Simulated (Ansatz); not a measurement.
Si (diamond), relaxed with LDA (Ansatz, a program for electronic structure, plane waves, PAW): a = 5.402 Å, b = 5.402 Å, c = 5.402 Å, α = 90.00°, β = 90.00°, γ = 90.00°.

```
Property  Result
--------  ------
gap (eV)    0.44
```

Problem. The same phase is relaxed and computed with r²SCAN+D4 in the same code. What are the cell and these values now?

Solution. a = b = c = 5.429 Å, α = β = γ = 90.00°.

* **gap (eV)**: 0.76

All cells were relaxed under the symmetry of their starts (and spin orders); stability against distortions was not tested throughout.

Potentials: the earlier of the program's two PAW sets. The files were generated under PBE; for other functionals the program regenerates the frozen cores, and for LDA and PBEsol the local potential too.

Ansatz is a plane-wave DFT program.
